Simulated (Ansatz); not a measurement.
**Compressing Ti2Co**

Level of theory: DFT r2SCAN, scalar-relativistic, plane waves, PAW in Ansatz. Settings: 500 eV cutoff, 10×10×10 k-mesh, Gaussian smearing of 0.10 eV, collinear spin.

Reference structure (relaxed):

```
CELL_PARAMETERS angstrom
0.00000 3.56446 3.56446
3.56446 0.00000 3.56446
3.56446 3.56446 0.00000
ATOMIC_POSITIONS crystal
Ti 0.12500 0.12500 0.12500
Ti 0.62500 0.12500 0.12500
Ti 0.12500 0.12500 0.62500
Ti 0.12500 0.62500 0.12500
Co 0.50000 0.50000 0.50000
Co 0.75000 0.75000 0.75000
```

Cell and atoms are relaxed at each pressure within the symmetry of the start, at zero temperature, so transitions that lower the symmetry aren't seen. The k-mesh given is that at zero pressure and may differ at others. a, b and c are the lengths of the cell vectors above. ΔH is E + PV over the energy at zero pressure.

With moments and this functional the run may sit in a state above the lowest one.

```
P (GPa) V (Å³/atom) V/V0  a (Å) b (Å) c (Å)  ΔH (eV/atom) moment (μB/cell)
     -3        15.57  1.032  5.094  5.094  5.094        -0.287              4.96
      0        15.10  1.000  5.041  5.041  5.041         0.000              4.85
      3        14.68  0.972  4.994  4.994  4.994         0.279              4.75
      8        14.10  0.934  4.927  4.927  4.927         0.728              4.57
     15        13.43  0.889  4.848  4.848  4.848         1.329              4.28
     30        12.32  0.816  4.711  4.711  4.711         2.531              2.94
     60        10.95  0.725  4.529  4.529  4.529         4.698              1.39
```